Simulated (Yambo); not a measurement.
A G0W0@PBEsol run in Yambo for BaTiO₃ (cubic perovskite, space group Pm-3m, No. 221) (4×4×4 Γ-centred k mesh, bands 3 to 200 and a 7 Ry block in the screening, 200 bands in G with the Bruneval-Gonze terminator, plasmon pole fitted at 27.2 eV) gives these matrix elements, in eV, at the band edges (R → Γ):

```tsv
state	E0	<Vxc>	<Σx>	<Σc(E0)>	Z
valence edge	0.000	-19.701	-24.793	4.792	0.761
conduction edge	1.759	-18.712	-11.448	-5.719	0.774
```

Task: Solve the linearised quasiparticle equation for both states, give the gap, and say how exchange and correlation each act on it.

Result: E = E0 + Z(Σx + Σc − Vxc). Valence: 0.000 + 0.761 × (-24.793 + (4.792) − (-19.701)) = -0.23 eV. Conduction: 1.759 + 0.774 × (-11.448 + (-5.719) − (-18.712)) = 2.95 eV. The gap is 3.18 eV, against 1.76 eV in PBEsol. Replacing Vxc by bare exchange alone would open it by 12.36 eV; correlation takes back 10.51 eV of that, and Z scales what is left. Nearest settings tried, and what they do to the gap: 3 Ry block (57 vectors against 171): +207 meV. Not varied: bands in G, bands in W, mesh. So the settings aren't converged at that level. The cell is held in this high symmetry; tilts and polar distortions were not searched.

Geometry of the Materials Project entry, not relaxed at this level; primitive cell a = b = c = 4.0077 Å, α = β = γ = 90.00°.

This is not the ordinary phase of the substance.
